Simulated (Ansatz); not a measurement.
# NaTi2O2: phonons across the zone

Method: Ansatz, DFT PBE, scalar-relativistic, plane waves, PAW. Cutoff 420 eV, 12×12×6 k-points (Γ-centred), Fermi-Dirac smearing of 0.15 eV. No spin polarisation. Phonons by linear response, acoustic sum rule imposed.

Equilibrium structure at this level:
```
Na Ti O
1.0
     2.99307    0.00000    0.00000
    -1.49653    2.59207    0.00000
     0.00000    0.00000    7.91298
Na Ti O
1 2 2
Direct
  0.00000 0.00000 0.00000
  0.66667 0.33333 0.34876
  0.33333 0.66667 0.65124
  0.66667 0.33333 0.79429
  0.33333 0.66667 0.20571
```

The cell was found from a structure generator's guess, not taken from experiment. In a metal, frequencies and elastic constants depend on the k mesh and the smearing, soft modes and shear constants most. The q mesh is coarse, so values between its points are rough.

Force constants from linear response on a 3×3×1 q mesh.

Path: Γ–M–K–Γ–A–L–H–A | L–M | H–K. Only the points of the 3×3×1 mesh were computed; the rest is interpolation, which is rough on so few points. On the mesh no mode is imaginary. Distance along the path (Å⁻¹), then the branches (cm⁻¹, negative for imaginary):
```
0.000  0 0 0 57 57 159 159 258 279 287 287 312 312 448 548
0.303  30 63 99 107 117 166 176 259 274 298 300 315 318 443 525
0.606  57 122 156 156 170 178 210 262 264 322 334 334 345 430 478
0.909  71 153 165 179 185 196 224 247 282 344 352 365 386 422 450
1.212  74 136 181 188 203 208 208 240 296 353 360 371 393 428 448
1.387  79 137 179 184 200 208 217 238 293 358 363 375 395 426 445
1.562  91 139 168 185 200 213 227 235 285 372 373 386 400 422 436
1.737  109 136 163 179 206 213 230 241 272 385 389 398 405 415 423
1.912  125 125 164 176 210 210 228 258 258 392 400 404 404 412 412
2.262  94 144 152 186 196 220 227 239 274 371 374 388 399 416 431
2.611  63 130 154 168 179 193 217 257 265 336 337 353 355 426 464
2.961  33 75 105 125 126 167 182 260 273 302 303 316 321 441 518
3.311  0 0 0 57 57 159 159 258 279 287 287 312 312 448 548
3.410  -31 -31 41 62 62 161 161 249 281 287 287 312 312 453 546
3.510  -51 -51 68 68 80 165 165 227 282 287 287 312 312 464 540
3.609  -63 -63 71 71 118 169 169 199 282 286 286 311 311 477 533
3.708  -66 -66 72 72 142 171 171 178 283 286 286 311 311 482 530
4.011  50 74 96 119 163 174 174 188 280 300 301 314 316 465 514
4.314  108 133 140 160 182 183 191 227 280 328 328 340 340 430 481
4.617  83 154 171 177 189 198 203 265 270 343 352 368 382 420 453
4.920  56 144 180 190 200 207 214 245 287 350 362 375 390 429 448
5.095  62 140 183 191 194 210 218 244 284 355 366 378 393 426 445
5.270  79 138 172 185 209 213 223 240 277 368 376 386 400 420 438
5.445  100 134 165 177 217 220 234 235 266 383 389 394 409 410 428
5.620  120 120 166 174 221 221 228 252 252 394 398 398 399 418 418
5.970  95 140 153 182 205 219 222 252 264 371 372 391 398 408 438
6.320  104 139 149 159 193 197 198 236 278 338 338 353 353 421 469
6.670  68 88 101 129 169 174 176 192 281 304 304 316 318 459 510
7.019  -66 -66 72 72 142 171 171 178 283 286 286 311 311 482 530
7.069  57 143 180 190 200 207 214 245 287 351 362 374 390 429 448
7.168  62 142 180 189 202 208 211 244 290 351 361 373 391 428 448
7.268  68 139 180 188 204 208 208 242 293 352 360 372 392 428 448
7.367  74 136 181 188 203 208 208 240 295 353 360 371 393 428 448
7.417  120 120 166 174 221 221 228 252 252 394 398 398 399 418 418
7.516  120 120 166 174 219 219 228 253 253 393 399 399 399 417 417
7.615  122 122 165 175 215 215 228 255 255 393 399 400 400 416 416
7.714  124 124 165 176 212 212 228 257 257 393 400 403 403 414 414
7.814  125 125 164 176 210 210 228 258 258 392 400 404 404 412 412
```
